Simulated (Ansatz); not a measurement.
# What hybrid functionals make of Si$_{2}$Mo

```
CELL_PARAMETERS angstrom
-1.60188 1.60188 3.92127
1.60188 -1.60188 3.92127
1.60188 1.60188 -3.92127
ATOMIC_POSITIONS crystal
Si 0.33512 0.33512 0.00000
Si 0.66488 0.66488 0.00000
Mo 0.00000 0.00000 0.00000
```

All runs: Ansatz, plane waves and PAW, scalar-relativistic (no spin–orbit coupling), 8×8×8 k-mesh, Gaussian smearing of 0.05 eV, no spin polarisation. Semilocal reference PBE: gap zero (metallic on this mesh), pressure 2.5 GPa. The hybrids carry no U.

Problem. What gap and pressure does PBE0-type hybrid with an exact-exchange fraction of 0.2 give at this geometry?

Solution. Gap zero (metallic on this mesh), pressure -2.5 GPa.

Problem. And the other functionals?

Solution. 
```tsv
functional	gap	pressure (GPa)	cutoff (eV)	core-seconds
HSE06-type hybrid with an exact-exchange fraction of 0.3	zero (metallic on this mesh)	-4.4	420	210
HSE06-type hybrid with an exact-exchange fraction of 0.5	zero (metallic on this mesh)	-8.8	420	240
PBE0-type hybrid with an exact-exchange fraction of 0.2	zero (metallic on this mesh)	-2.5	420	250
r2SCANh	zero (metallic on this mesh)	-3.1	500	300
HSE06-type hybrid with a screening parameter of 0.4 Å⁻¹	zero (metallic on this mesh)	-2.0	420	200
PBE0-type hybrid with an exact-exchange fraction of 0.35	zero (metallic on this mesh)	-6.0	420	260
```

On shared hosts the hybrid runs at the reference's cutoff took roughly 40 to 51 times the core time of the semilocal one on the same mesh, with some more bands.

Caveats: at least one run has a pressure over 8 GPa or diagonal stresses over 5 GPa apart; core times come from shared hosts and scatter; exact exchange suits metals badly: it thins the states at the Fermi level; filled bands differ between k-points; gaps are read on a coarse mesh; stress loosely converged; the mesh of this hybrid run is coarse for a metal.
